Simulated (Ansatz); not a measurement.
**Slab of hcp Be (0001), 6 layers**

The slab is cut from the hcp crystal, the stable phase, as relaxed on PAW files (7.90 Å³/atom), with 16 Å of vacuum and a dipole correction:

```yaml
crystal:
  lattice:
    - [2.26131, 0.00000, 0.00000]
    - [-1.13065, 1.95835, 0.00000]
    - [0.00000, 0.00000, 24.92260]
  atoms:
    - { symbol: Be, position: [0.83333, 0.16667, 0.32099] }
    - { symbol: Be, position: [0.16667, 0.83333, 0.39260] }
    - { symbol: Be, position: [0.83333, 0.16667, 0.46420] }
    - { symbol: Be, position: [0.16667, 0.83333, 0.53580] }
    - { symbol: Be, position: [0.83333, 0.16667, 0.60740] }
    - { symbol: Be, position: [0.16667, 0.83333, 0.67901] }
```

Level of theory: DFT with PBE, scalar-relativistic, in Ansatz 0.2.0; a Γ-centred 21×21×1 k mesh, Fermi–Dirac smearing of 0.05 eV, no spin polarisation. LAPW: all electrons, basis error target 1 meV/atom; PAW: frozen-core files, cutoff 420 eV.

The bulk energy comes from a cell in the slab's orientation on a 21×21×12 mesh. The surface energy is (E(slab) − N·E(bulk))/2A at zero smearing, the mean of both faces; thin slabs carry quantum-size effects.

The cell is 1×1, so reconstructions are forbidden.

Problem. As cut, the LAPW slab lies 0.980 eV above 6 atoms of bulk. What surface energy is that?

Solution. Over two faces of 4.43 Å² it is 110.6 meV/Å², and times 16.02 J/m² per eV/Å² that gives γ = 1.772 J/m².

```tsv
method	γ as cut (J/m²)	γ relaxed (J/m²)	Φ as cut (eV)	Φ relaxed (eV)
LAPW	1.772	1.757	5.36	5.35
```

Problem. How do the spacings between the planes relax?

Solution. From the bottom face up: d12 +2.9 % of 1.785 Å, d23 +0.8 % of 1.785 Å, d34 +0.6 % of 1.785 Å, d45 +0.8 % of 1.785 Å, d56 +2.9 % of 1.785 Å.

Problem. What changes if the vacuum is set to 9 Å?

Solution. LAPW then gives: no gap, work function 5.35 eV; PAW: no gap, work function 5.33 eV. The program warns that the vacuum is too thin.

Problem. A 1s core hole is made on one atom of each kind in every 1×1 cell (PAW hole dataset, neutral cell, valence without spin). What does it cost by layer?

Solution. layer 1 111.87 eV, layer 2 111.76 eV, layer 3 111.81 eV. Shifts between layers mean more than the absolute values, and a whole layer of holes screens otherwise than one hole.
